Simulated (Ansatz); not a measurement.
A geometry of As₂Se₃ away from equilibrium: the start of the relaxation of a generated trial cell of As2Se3 in the stibnite structure type. The numbers are results of PBEsol (plane waves to 420 eV, PAW, scalar-relativistic; Ansatz, a quantum-chemistry and plane-wave program), not measurements. Γ-centred k-mesh 2×5×2 on the run's cell (coarser than for final values), Fermi–Dirac smearing 0.05 eV.

```xyz
20
Lattice="11.1226 0.0000 0.0000 0.0000 3.7755 0.0000 0.0000 0.0000 11.0664" Properties=species:S:1:pos:R:3:forces:R:3 pbc="T T T" free_energy=-103596.348 pressure_GPa=-0.1
As    10.7959     0.9439     1.9253    0.0799    0.0000    0.2632
As     5.2346     0.9439     3.6079    0.0799    0.0000   -0.2632
As     0.3267     2.8316     9.1410   -0.0799    0.0000   -0.2632
As     5.8879     2.8316     7.4585   -0.0799    0.0000    0.2632
As     7.2229     0.9439    10.6676   -0.4095    0.0000   -0.0794
As     1.6616     0.9439     5.9319   -0.4095    0.0000    0.0794
As     3.8997     2.8316     0.3987    0.4095    0.0000    0.0794
As     9.4610     2.8316     5.1345    0.4095    0.0000   -0.0794
Se     3.2500     0.9439     2.1226   -0.3302    0.0000   -0.1288
Se     8.8113     0.9439     3.4105   -0.3302    0.0000    0.1288
Se     7.8725     2.8316     8.9437    0.3302    0.0000    0.1288
Se     2.3113     2.8316     7.6558    0.3302    0.0000   -0.1288
Se     5.0096     0.9439     9.7052   -0.3558    0.0000   -0.2053
Se    10.5709     0.9439     6.8943   -0.3558    0.0000    0.2053
Se     6.1130     2.8316     1.3612    0.3558    0.0000    0.2053
Se     0.5517     2.8316     4.1720    0.3558    0.0000   -0.2053
Se     6.9471     0.9439     6.2093    0.1671    0.0000   -0.1824
Se     1.3859     0.9439    10.3902    0.1671    0.0000    0.1824
Se     4.1754     2.8316     4.8570   -0.1671    0.0000    0.1824
Se     9.7367     2.8316     0.6762   -0.1671    0.0000   -0.1824
```

Positions in Å, forces in eV/Å, free energy of the cell in eV (comparable only within this code, potentials and settings). Largest force: 0.42 eV/Å, on As5, As6, As7, As8, Se13, Se14, Se15, Se16 (atoms numbered as listed); the geometry lies 0.02 eV/atom above the end of its relaxation.

No spin polarisation in the result.

The run could not lose the symmetry of its start, so the end can be a saddle point.

The end of the path is a generated cell of As2Se3: the first start was made by placing the elements on the sites of a structure type, and the end was not matched to a known phase here, so it may be hypothetical.
